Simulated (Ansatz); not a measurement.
Below is a relaxed structure of Ti4W. The cell was found from a structure generator's guess, not taken from experiment.

Theory: DFT PBE, scalar-relativistic, plane waves, PAW (Ansatz). Cutoff 420 eV, Γ-centred mesh, Gaussian smearing, no spin polarisation.

```yaml
crystal:
  lattice:
    - [2.29308, 1.32391, 4.62728]
    - [-2.29308, 1.32391, 4.62728]
    - [0.00000, -2.64782, 4.62728]
  atoms:
    - { symbol: Ti, position: [0.89720, 0.89720, 0.89720] }
    - { symbol: Ti, position: [0.10280, 0.10280, 0.10280] }
    - { symbol: Ti, position: [0.31625, 0.31625, 0.31625] }
    - { symbol: Ti, position: [0.68375, 0.68375, 0.68375] }
    - { symbol: W, position: [0.50000, 0.50000, 0.50000] }
```

The zero of energy is the elements' standard structures at the same level; no fitted shifts are applied.

Problem. What space group does it have?

Solution. R-3m (No. 166), with Ti and W ordered on bcc sites. Conventional cell: a = 4.586 Å, c = 13.882 Å. Ti on its first site is surrounded by 3 W at 2.79 Å and 11 Ti at 2.85–3.19 Å; Ti on its second site has 1 W at 2.55 Å, 3 Ti at 2.69 Å, 4 Ti at 2.90–2.96 Å, 3 Ti at 3.13 Å and 3 W at 3.36 Å; W is surrounded by 2 Ti at 2.55 Å, 6 Ti at 2.79 Å and 6 Ti at 3.36 Å.

Problem. What is its formation energy per atom?

Solution. +0.04 eV/atom. A positive value: parting into the elements would lower its energy.

Problem. Is it a metal?

Solution. Yes, bands cross the Fermi level on the 12×12×12 mesh.

The last run used a 12×12×12 mesh for its 5-atom cell and Gaussian smearing of 0.10 eV. The k mesh leaves some 4 meV/atom of noise in the energy of each metallic cell. These runs have no spin–orbit coupling, which can matter for W. A structure relaxed within its symmetry needn't be a true minimum.
